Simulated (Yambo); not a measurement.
Yambo run on MoS$_{2}$ (space group R3m, No. 160). The wavefunctions come from this Quantum ESPRESSO step (PBEsol, PseudoDojo standard norm-conserving files, scalar-relativistic):

```
&CONTROL
  calculation = 'nscf'
  pseudo_dir = './pseudo'
  outdir = './out'
/
&SYSTEM
  ibrav = 0
  nat = 3
  ntyp = 2
  ecutwfc = 80.0
  ecutrho = 320.0
  occupations = 'fixed'
  force_symmorphic = .true.
  nbnd = 108
/
&ELECTRONS
  conv_thr = 3.0000000000000004e-09
  diago_full_acc = .true.
  diago_thr_init = 1e-08
/
ATOMIC_SPECIES
S 32.0600 S.upf
Mo 95.9500 Mo.upf
CELL_PARAMETERS angstrom
  1.576893102892   0.910419657438   5.996180213000
 -1.576893102892   0.910419657438   5.996180213000
  0.000000000000  -1.820839314875   5.996180213000
ATOMIC_POSITIONS crystal
S   0.420069385200   0.420069385200   0.420069385200
S   0.246194753700   0.246194753700   0.246194753700
Mo   0.999755861200   0.999755861200   0.999755861200
K_POINTS automatic
6 6 6 0 0 0
```

Yambo input:

```
rim_cut
gw0
dyson
el_el_corr
HF_and_locXC
ppa
em1d
RandQpts= 1000000
RandGvec= 1 Ry
EXXRLvcs= 80 Ry
VXCRLvcs= 320 Ry
Chimod= "HARTREE"
% BndsRnXp
 2 | 107 |
%
NGsBlkXp= 8 Ry
% LongDrXp
 1.0 | 1.0 | 1.0 |
%
PPAPntXp= 27.2114 eV
% GbndRnge
 1 | 107 |
%
GTermKind= "BG"
DysSolver= "n"
ExtendOut
% QPkrange
 1 | 1 | 13 | 14 |
 4 | 4 | 13 | 14 |
 9 | 9 | 13 | 14 |
 13 | 13 | 13 | 14 |
 25 | 25 | 13 | 14 |
 32 | 32 | 13 | 14 |
%
```

k points by index: 1 = Γ, 4 = L, 9 = (0, 0.167, -0.167), 13 = F, 25 = (0.167, -0.5, -0.167), 32 = Z.

Table of the .qp output:

```
#    K-point    Band    Eo [eV]    E [eV]    E-Eo [eV]    Vxc [eV]    Vnlxc [eV]    Sc|Eo [eV]    Sc|E [eV]    dSc/dw|Eo [eV]    Re(Z)    Im(Z)
#
    1    13    -1.074595    -1.643726    -0.569131    -13.74773    -16.17156    1.696490    1.854698    -7.563284    0.782504    -0.001267
    1    14    1.932014    2.182442    0.250427    -15.48245    -11.17442    -3.987929    -4.057608    -7.568677    0.782382    -0.001291
    4    13    -1.601886    -2.074013    -0.472127    -14.22183    -16.57462    1.748378    1.880669    -7.623515    0.781151    -0.001275
    4    14    1.573001    2.106658    0.533656    -18.55301    -13.57310    -4.290273    -4.446255    -7.951994    0.773853    -0.001405
    9    13    -1.588712    -1.922800    -0.334088    -14.99836    -17.00392    1.576705    1.671471    -7.717062    0.779059    -0.001317
    9    14    0.749638    1.021155    0.271517    -15.21489    -11.25760    -3.612237    -3.685769    -7.367188    0.786941    -0.001282
    13    13    -1.401835    -1.693259    -0.291424    -14.41798    -15.97328    1.184896    1.263872    -7.372722    0.786816    -0.001276
    13    14    1.509831    2.052246    0.542415    -18.59211    -13.64792    -4.243686    -4.401780    -7.929591    0.774347    -0.001398
    25    13    -0.813736    -0.865639    -0.051903    -16.32050    -16.85772    0.470794    0.485319    -7.609256    0.781471    -0.001308
    25    14    0.953441    1.396164    0.442722    -17.56212    -13.40255    -3.591440    -3.716847    -7.706573    0.779293    -0.001335
    32    13    0.000000    -0.121771    -0.121771    -16.34776    -16.92958    0.425537    0.460058    -7.711969    0.779172    -0.001307
    32    14    2.069385    2.306561    0.237176    -15.46635    -11.10728    -4.055207    -4.121894    -7.648125    0.780599    -0.001319
```
(The two width columns are left out.) Convergence of these settings isn't established.

Spin-orbit coupling is not included.

Geometry relaxed with PBE+D3(BJ).
